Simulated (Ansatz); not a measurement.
The start is a generated cell, PbSe built in the AFLOW prototype AB_tP8_136_g_f (as in BeO). Cell shape, volume and atoms are optimised at zero target pressure with r2SCAN (plane waves to 500 eV, PAW, scalar-relativistic; Ansatz, an electronic-structure program). The first steps use a coarse 3×3×5 k-mesh.

The start:
```yaml
crystal:
  lattice:
    - [8.03537, 0.00000, 0.00000]
    - [0.00000, 8.03537, 0.00000]
    - [0.00000, 0.00000, 4.63514]
  atoms:
    - { symbol: Pb, position: [0.33600, 0.66400, 0.00000] }
    - { symbol: Pb, position: [0.83600, 0.83600, 0.50000] }
    - { symbol: Pb, position: [0.16400, 0.16400, 0.50000] }
    - { symbol: Pb, position: [0.66400, 0.33600, 0.00000] }
    - { symbol: Se, position: [0.31000, 0.31000, 0.00000] }
    - { symbol: Se, position: [0.81000, 0.19000, 0.50000] }
    - { symbol: Se, position: [0.19000, 0.81000, 0.50000] }
    - { symbol: Se, position: [0.69000, 0.69000, 0.00000] }
```

Task: What pressure does the first self-consistent step give?

Result: +4.4 GPa (positive: the cell is compressed).

Task: How do the shortest distances between atoms change?

Result: The closest pairs of elements (up to four, under 3.6 Å), start → end: Pb–Se 2.85 → 3.09 Å.

Task: Is the relaxed structure metallic? Give its gap.

Result: 0.66 eV, direct at L (no spin-orbit coupling).

Final values are on a 9×9×9 k-mesh of the relaxed cell. No spin polarisation in the result. Without spin-orbit coupling the bands of the heavy element are not split, so the gap can be far off.

The run could not lose the symmetry of its start; a randomly shaken copy of 4 atoms returns to this structure.
